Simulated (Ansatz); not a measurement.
CoPtAu:
```cif
data_AuCoPt
_chemical_formula_sum 'Co1 Pt1 Au1'
_space_group_name_H-M_alt 'P3m1'
_space_group_IT_number 156
_space_group_name_Hall 'P 3 -2"'
_cell_length_a 2.74888
_cell_length_b 2.74888
_cell_length_c 6.61339
_cell_angle_alpha 90.000
_cell_angle_beta 90.000
_cell_angle_gamma 120.000
loop_
_atom_site_label
_atom_site_type_symbol
_atom_site_symmetry_multiplicity
_atom_site_Wyckoff_symbol
_atom_site_fract_x
_atom_site_fract_y
_atom_site_fract_z
_atom_site_occupancy
Co1 Co 1 a 0.00000 0.00000 0.00697 1
Pt1 Pt 1 b 0.33333 0.66667 0.31147 1
Au1 Au 1 c 0.66667 0.33333 0.68156 1
```
The run is spin-polarised, in the one order tried: ferromagnetic.

Relaxed at zero pressure with plane-wave PAW PBEsol (Ansatz code).

Task: The volume is raised by 3 % and shape and atoms relax at that volume. What pressure results, and how do the axes share the change?

Result: -5.8 GPa; a 0.9 %, b 0.9 %, c 1.3 %; the energy rises by 8 meV/atom.

Task: Give the new structure.

Result: 
Space group P3m1 (No. 156); a = 2.7723 Å, b = 2.7723 Å, c = 6.6973 Å, α = 90.00°, β = 90.00°, γ = 120.00°

```
atom  site  symmetry       x       y       z
----  ----  --------  ------  ------  ------
Co      1a       3m.  0.0000  0.0000  0.0078
Pt      1b       3m.  0.3333  0.6667  0.3103
Au      1c       3m.  0.6667  0.3333  0.6818
```

The phase is kept; no other phase was compared at this pressure.

The start of the workflow was typed in or built on a structure type; neither database checked (COD, Materials Project) lists it. Whether it is the stable phase at ambient conditions was not checked. The PBEsol relaxation kept the symmetry of its start; whether a distortion lowers the energy is not shown. Spin order of the final state: ferromagnetic, the only order run, not a proven ground state. Axis ratios of metals converge slowly with the k-mesh, so a and c are less sure than the volume. Scalar-relativistic: spin–orbit coupling is off unless named, which matters more the heavier the elements.

Potentials: the later of the program's two PAW sets.
